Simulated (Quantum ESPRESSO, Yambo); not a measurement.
## Levels of theory for the gap of Ta$_{2}$O$_{5}$

Ta2O5 (space group P2/m, No. 10): one geometry, one set of LDA (pw.x of Quantum ESPRESSO, ONCV potentials, scalar-relativistic) orbitals, self-energies from Yambo (4×4×2 Γ-centred k mesh, bands 3 to 189 and a 8 Ry block in the screening, 189 bands in G with the Bruneval-Gonze terminator, plasmon pole fitted at 27.2 eV).

The geometry is that of Materials Project entry mp-1238961, symmetrised and not relaxed again.

| level | gap (-0.5, -0.5, -0.5) → (0, 0, -0.5) (eV) | direct gap at Γ (eV) | rough Yambo cost |
|---|---|---|---|
| LDA (Quantum ESPRESSO) | 2.13 | 2.80 | – |
| exchange only (Hartree-Fock self-energy on LDA orbitals) | 13.02 | 13.44 | about 1/30 (14 states) |
| static COHSEX@LDA | 4.34 | 5.10 | within a factor of two (4 states) |
| G0W0@LDA, plasmon pole | 3.80 | 4.50 | 1 (14 states) |

Bare exchange has no screening and gives the widest gap; static COHSEX screens it but leaves out the frequency dependence, which G0W0 restores.

Costs are rough ratios of core time on shared machines.

Nearest settings tried, and what they do to the gap: 124 bands in W, 124 bands in G: +53 meV; 7 Ry block (205 vectors against 259): -28 meV. Not varied: mesh. So the settings aren't converged at that level.

Without spin-orbit coupling, band edges of such heavy elements can be off by tenths of an eV.

The structure is a Materials Project entry; no match was found in the copy of COD used, and its stability was not checked.
